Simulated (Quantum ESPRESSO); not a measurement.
**Band energies of BeO at -1.5 % isotropic strain**

```
CELL_PARAMETERS angstrom
      2.65053     0.00000     0.00000
     -1.32527     2.29543     0.00000
      0.00000     0.00000     4.30367
ATOMIC_POSITIONS crystal
  Be 0.33333 0.66667 0.99986
  Be 0.66667 0.33333 0.49986
  O  0.33333 0.66667 0.37764
  O  0.66667 0.33333 0.87764
```

norm-conserving PBEsol (Quantum ESPRESSO, 88 Ry, no spin-orbit coupling); path ΓMKΓALHA,LM,KH; energies in eV from the valence-band maximum.

| k (1/Å) | point | band 6 | band 7 | band 8 | band 9 | band 10 | band 11 | band 12 | band 13 |
|---|---|---|---|---|---|---|---|---|---|
| 0.00 | Γ | -1.08 | -1.08 | -0.04 | -0.04 | 0.00 | 8.08 | 12.08 | 14.61 |
| 0.53 |  | -2.73 | -1.75 | -1.66 | -0.36 | -0.33 | 9.15 | 12.93 | 13.52 |
| 1.05 |  | -4.18 | -3.83 | -2.66 | -1.50 | -0.87 | 9.90 | 10.86 | 13.52 |
| 1.37 | M | -4.32 | -3.58 | -2.84 | -2.12 | -0.99 | 9.85 | 10.34 | 13.91 |
| 1.59 |  | -4.24 | -3.67 | -2.92 | -2.17 | -1.28 | 9.79 | 10.84 | 13.73 |
| 2.16 | K | -3.89 | -3.89 | -3.12 | -2.52 | -2.52 | 9.01 | 13.07 | 14.87 |
| 2.69 |  | -4.90 | -3.66 | -2.58 | -1.79 | -1.41 | 10.36 | 11.33 | 14.22 |
| 3.21 |  | -2.45 | -2.37 | -1.21 | -0.49 | -0.36 | 9.21 | 12.91 | 13.77 |
| 3.74 | Γ | -1.08 | -1.08 | -0.04 | -0.04 | 0.00 | 8.08 | 12.08 | 14.61 |
| 4.26 |  | -2.14 | -0.80 | -0.80 | -0.35 | -0.35 | 9.44 | 11.08 | 14.96 |
| 4.47 | A | -3.56 | -0.57 | -0.57 | -0.57 | -0.57 | 10.30 | 10.30 | 15.00 |
| 4.79 |  | -3.59 | -1.10 | -1.10 | -0.78 | -0.78 | 10.41 | 10.41 | 14.34 |
| 5.31 |  | -4.68 | -2.00 | -2.00 | -1.59 | -1.59 | 9.79 | 9.79 | 14.60 |
| 5.84 | L | -5.86 | -2.00 | -2.00 | -1.84 | -1.84 | 9.13 | 9.13 | 14.87 |
| 6.33 |  | -5.39 | -3.64 | -3.64 | -1.42 | -1.42 | 10.63 | 10.63 | 13.57 |
| 6.63 | H | -4.78 | -4.63 | -4.63 | -1.36 | -1.36 | 11.76 | 11.76 | 12.38 |
| 6.81 |  | -5.08 | -4.16 | -4.16 | -1.39 | -1.39 | 11.26 | 11.26 | 12.93 |
| 7.28 |  | -4.68 | -2.67 | -2.67 | -1.56 | -1.56 | 10.42 | 10.42 | 14.04 |
| 7.74 |  | -3.67 | -1.52 | -1.52 | -1.02 | -1.02 | 10.44 | 10.44 | 14.14 |
| 8.21 | A | -3.56 | -0.57 | -0.57 | -0.57 | -0.57 | 10.30 | 10.30 | 15.00 |
| 8.21 | L | -5.86 | -2.00 | -2.00 | -1.84 | -1.84 | 9.13 | 9.13 | 14.87 |
| 8.63 |  | -4.87 | -3.07 | -2.67 | -1.74 | -1.23 | 9.26 | 10.09 | 14.90 |
| 8.94 | M | -4.32 | -3.58 | -2.84 | -2.12 | -0.99 | 9.85 | 10.34 | 13.91 |
| 8.94 | K | -3.89 | -3.89 | -3.12 | -2.52 | -2.52 | 9.01 | 13.07 | 14.87 |
| 9.04 |  | -3.95 | -3.95 | -3.17 | -2.44 | -2.44 | 9.09 | 13.06 | 14.67 |
| 9.67 | H | -4.78 | -4.63 | -4.63 | -1.36 | -1.36 | 11.76 | 11.76 | 12.38 |

The PBEsol gap is direct, 8.08 eV at Γ.

Geometry strained from the cell relaxed with PBEsol, atoms relaxed again.
